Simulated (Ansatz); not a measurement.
ScGeCN:
```yaml
crystal:
  lattice:
    - [3.40374, 0.00000, 0.00000]
    - [-1.70187, 2.94773, 0.00000]
    - [0.00000, 0.00000, 5.37595]
  atoms:
    - { symbol: Sc, position: [0.33333, 0.66667, 0.52439] }
    - { symbol: Ge, position: [0.66667, 0.33333, 0.99820] }
    - { symbol: C, position: [0.33333, 0.66667, 0.09466] }
    - { symbol: N, position: [0.66667, 0.33333, 0.63274] }
```

Relaxed with PBE. Special points in fractions of this cell's reciprocal vectors: Γ (0.000, 0.000, 0.000); M (0.500, 0.000, 0.000); K (0.333, 0.333, 0.000); A (0.000, 0.000, 0.500); L (0.500, 0.000, 0.500); H (0.333, 0.333, 0.500).

Question: List the band energies nearest the valence-band maximum at these points for PBE (plane waves, PAW; program Ansatz).

Answer: In eV from the valence-band maximum; about four levels below and three above (degenerate sets whole), none deeper than 8.9 eV; points with the same levels are listed once.

```json
[
 {"k": "Γ", "below": "-2.36 -2.36 -0.09 -0.09 -0.07", "above": "2.45 4.12 4.12"},
 {"k": "M", "below": "-2.63 -2.27 -0.99 -0.15", "above": "2.86 3.35 4.44"},
 {"k": "K", "below": "-3.31 -1.85 -1.80 0.00", "above": "2.40 4.02 4.34"},
 {"k": "A", "below": "-2.36 -2.36 -1.38 -0.16 -0.16", "above": "3.40 4.49 4.49"},
 {"k": "L", "below": "-2.54 -2.45 -0.79 -0.42", "above": "2.21 3.39 4.20"},
 {"k": "H", "below": "-2.33 -1.94 -1.79 -0.39", "above": "2.34 2.75 4.57"}
]
```

Space group P3m1. The start of the workflow was typed in or built on a structure type; neither database checked (COD, Materials Project) lists it. Its standing as an ambient phase is unchecked. The PBE relaxation kept the symmetry of its start; its stability against distortions is not shown here. No spin polarisation was allowed. Spin–orbit coupling is left out wherever it is not named.

Potentials: the earlier of the program's two PAW sets.
